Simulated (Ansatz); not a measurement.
NaI, in the lowest of the structures calculated here: Fm-3m (No. 225), cF8, rock salt type; a = 6.4610 Å, b = 6.4610 Å, c = 6.4610 Å, α = 90.00°, β = 90.00°, γ = 90.00°; Na 4a (0.000, 0.000, 0.000); I 4b (0.500, 0.500, 0.500). Method: r2SCAN (plane waves to 500 eV, PAW, scalar-relativistic; Ansatz, a quantum-chemistry and plane-wave program). Element references, the lowest calculated here: Na (P6₃/mmc, not the ambient form), I (Cmce).

Task: Give the formation energy of this Fm-3m form of NaI from the elements at the level r2SCAN.

Result: -1.48 eV/atom.

Static energies, no anion corrections, no zero-point energy. Values are rounded to 0.01 eV/atom. Spin-orbit coupling is missing from these energies, which matters for elements this heavy. The compounds carry no spin polarisation.
